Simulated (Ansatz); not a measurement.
## VRu under strong compression

```
V Ru
1.0
     3.00283    0.00000    0.00000
     0.00000    3.00283    0.00000
     0.00000    0.00000    3.00283
V Ru
1 1
Direct
  0.50000 0.50000 0.50000
  0.00000 0.00000 0.00000
```

The base volume is that of a database entry, so it needn't be at zero pressure; the structure needn't be the stable phase, at rest or compressed.

Its volume is scaled at fixed shape and fractional positions.

Level of theory: DFT with LDA, scalar-relativistic, in Ansatz 0.2.0; a Γ-centred 12×12×12 k mesh, Fermi–Dirac smearing of 0.05 eV, spin-polarised from start moments V1 1.5 μB. LAPW: all electrons, basis error target 1 meV/atom; PAW: frozen-core files, cutoff 420 eV; norm-conserving: pseudopotentials, cutoff 1197 eV.

Energies are extrapolated to zero smearing and count from the unscaled cell; pressure is positive in compression; gaps take the mesh and a band path. No temperature or zero-point motion is included.

The start moments died away, and the runs ended non-magnetic. The PAW files were made under PBE.

| V/V0 | V (Å³/atom) | P LAPW (GPa) | ΔE LAPW (eV/atom) | P PAW − LAPW (GPa) | ΔE PAW − LAPW (meV/atom) |
| --- | --- | --- | --- | --- | --- |
| 1.00 | 13.54 | -14.18 | 0.000 | -0.03 | 0.0 |
| 0.90 | 12.18 | 16.44 | -0.004 | -0.07 | -0.4 |
| 0.75 | 10.15 | 112.2 | 0.723 | -0.20 | -2.0 |
| 0.55 | 7.45 | ? | ? | -1.68 | -12.7 |

What belongs in the row "0.55", column "P LAPW (GPa)"?

488.1.

Fill in "ΔE LAPW (eV/atom)" for the row "0.55".

5.145.

At the smallest volume, how far does norm-conserving lie from LAPW in pressure?

norm-conserving: +1.15 GPa, on a LAPW pressure of 488.1 GPa.

How do the Löwdin populations by LAPW change from the unscaled cell to the last row?

V 3s 1.96 → 1.90, V 4s 0.83 → 0.60, V 3d 3.87 → 4.52, Ru 4s 1.96 → 1.88, Ru 5s 0.85 → 0.64, Ru 4p 5.99 → 5.96, Ru 4d 7.32 → 7.41 electrons an atom. These are projections on the shells that the free atoms fill; 0.23 e a cell lies outside them at the start and 0.14 e at the end.
